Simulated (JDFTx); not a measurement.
System: Mo(110) (Im-3m bulk; lattice of mp-129, not re-optimised at this level), (2×1) cell of 6 atoms in 3 planes, area 14.19 Å² a face, 4.3 Å between the outermost planes in a cell 23.5 Å high; k mesh 4×10×1, Fermi width 0.01 Ha, no spin polarisation.

Adsorbate: I on both faces at 0.50 monolayer, started ontop and relaxed in vacuum, keeping the symmetry of the start.

Computed with JDFTx (a modified build): PBE, GBRV ultrasoft potentials, plane waves to 20/100 Ha. The adsorption energy per I is [E(slab + 2 I) − E(slab)]/2 − (E(HI) − ½ E(H2)), with the gas molecules relaxed at the same level and slab energies taken as (E + F)/2, the usual estimate of zero smearing. In reaction energies these potentials put H₂ about 0.03 eV too high against large-basis PBE. No zero-point energy or vibrational entropy is included. Reconstruction of the substrate beyond this cell is outside the model.

**Question.** Predict the adsorption energy and the geometry, and the change of the work function.

**Answer.** -0.64 eV. I sits 2.84 Å above the highest substrate atom, bound to 1 Mo at 2.84 Å. The work function goes from 4.69 to 3.95 eV. In CANDLE, water, 1 M NaF, at zero charge, the adsorption energy is -0.63 eV and the potential of zero charge moves from -0.12 to -0.66 V vs SHE (4.44 V convention).
